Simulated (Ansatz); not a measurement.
A plane-wave DFT run in Ansatz 0.2.0 (scalar-relativistic PAW potentials unless the input names others): input and command.

```yaml
crystal:
  lattice:
    - [3.8093745454, 0.0, 0.0]
    - [-1.9046872727, 3.2990151289, 0.0]
    - [0.0, 0.0, 7.0907732994]
  atoms:
    - { symbol: Al, position: [0.3333333333, 0.6666666667, 0.1818147683] }
    - { symbol: Al, position: [0.6666666667, 0.3333333333, 0.8181852317] }
    - { symbol: Si, position: [0.0, 0.0, 0.0] }
    - { symbol: Si, position: [0.3333333333, 0.6666666667, 0.5762564864] }
    - { symbol: Si, position: [0.6666666667, 0.3333333333, 0.4237435136] }
basis:
  ecutwfc: 420
kpoints:
  mp_grid: { grid: [4, 4, 2] }
hamiltonian:
  xc: pbe
scf:
  occupations: { method: gaussian, width: 0.1 }
output:
  forces: true
  eigenvalues: true
  stress: true
```

```bash
ansatz run input.yaml --threads 1 --pin off --max-ram 2560MiB --backend cpu --events-out ev --progress --plain --runs-dir out
```

Abridged log:
```
Pseudopotentials: kind: paw
Pseudopotential: Al, paw, valence charge 3, recommended cutoff 420 eV (normal)
Pseudopotential: Si, paw, valence charge 4, recommended cutoff 420 eV (normal)
Functional definition: PBE
Crystal: 5 atoms, lattice volume = 89.111 Å³
Basis set: ecut = 420 eV, 1739 PW (Γ), exchange–correlation on 54×54×96 points (8 copies of the dense FFT grid, shifted against one another)
Bands: 14, of which v1, the nominal top of the filled ones, is band 9 counted from 1 (8 counted from 0)
Symmetry: 12 space group operations
Space group: P-3m1 (ITA 164), of the structure as read, at distance tolerance 4.5e-5 Å
k-points: 8 of 32
Initial density: superposition of atomic densities (neutral atoms: chi_scale 0, normalization atom), corrected by the library's trained network
Initial wavefunctions: pseudopotential atomic-orbital guess
Functional: x = pbe(κ = 0.804, μ = 0.21951497), c = pbe(β = 0.06672455)
SCF iter   1: F=—  HF=-2980.960018 eV  |F-HF|=—  |Δ(HF+E_count)|=         —  Δρ=3.96e-3  dr2=1.82e-2  ethr=1.77e-3  ⟨swp⟩=6.8  Hψ=766  notcnv=0
SCF iter   2: F=—  HF=-2980.956419 eV  |F-HF|=—  |Δ(HF+E_count)|=   3.60e-3  Δρ=1.50e-3  dr2=2.13e-3  ethr=1.01e-4  ⟨swp⟩=2.1  Hψ=232  notcnv=0
SCF iter   3: F=—  HF=-2980.956366 eV  |F-HF|=—  |Δ(HF+E_count)|=   5.26e-5  Δρ=4.16e-4  dr2=1.91e-4  ethr=1.18e-5  ⟨swp⟩=2.5  Hψ=151  notcnv=0
SCF iter   4: F=—  HF=-2980.956384 eV  |F-HF|=—  |Δ(HF+E_count)|=   1.78e-5  Δρ=1.31e-4  dr2=3.90e-5  ethr=1.06e-6  ⟨swp⟩=2.5  Hψ=153  notcnv=0
SCF iter   5: F=—  HF=-2980.956366 eV  |F-HF|=—  |Δ(HF+E_count)|=   1.81e-5  Δρ=3.26e-5  dr2=1.38e-6  ethr=2.17e-7  ⟨swp⟩=2.4  Hψ=141  notcnv=0
SCF iter   6: F=-2980.956366 eV  HF=-2980.956366 eV  |F-HF|=2.43e-8  |Δ(HF+E_count)|=   2.76e-7  Δρ=6.29e-6  dr2=2.13e-8  ethr=5.56e-10  ⟨swp⟩=5.2  Hψ=543  notcnv=0
SCF 1 converged in 6 iterations: F = -2980.956366 eV  dr2 = 2.13e-8
SCF converged after 6 iterations
Free energy (F): -2980.956366 eV
Harris-Foulkes:  -2980.956366 eV  (|F-HF|=2.43e-8)
Internal energy: -2980.942987 eV  (E = F + TS)
E sigma→0 (E₀):  -2980.949677 eV
Entropy (-TS):   -0.013379 eV (-2.676 meV/atom)
Fermi energy:    7.686512 eV
--- Forces (eV/Å), atoms counted from 1 ---
  atom   1  Al     0.00000000     0.00000000     0.16460571
  atom   2  Al     0.00000000     0.00000000    -0.16460571
  atom   3  Si     0.00000000     0.00000000     0.00000000
  atom   4  Si     0.00000000     0.00000000    -0.08979334
  atom   5  Si     0.00000000     0.00000000     0.08979334
--- Stress (GPa, compression-positive) ---
        2.451945       0.000000       0.000000
        0.000000       2.451945       0.000000
        0.000000       0.000000      -3.266086
  P = ⅓ Tr σ = 0.5459 GPa (5.459 kbar)
```

Apart from outputs, empty bands and the relaxation, which only the reference makes, the input differs from a reference run on usual settings in kpoints.mp_grid.grid: [12, 12, 6] → [4, 4, 2]. The reference, at the same geometry, ended its own course with pressure 0.00 GPa, largest force 0.001 eV/Å, no gap on the mesh. This run converged in 6 SCF iterations with an energy at zero smearing 85.43 meV/atom above the reference's, pressure 0.55 GPa, largest force 0.165 eV/Å, no gap on the mesh. Its k mesh is looser than usual, and the result moved.

It took 0.95 s on 1 thread of Arm Neoverse V1, with other jobs on the host, peak memory 0.28 GiB.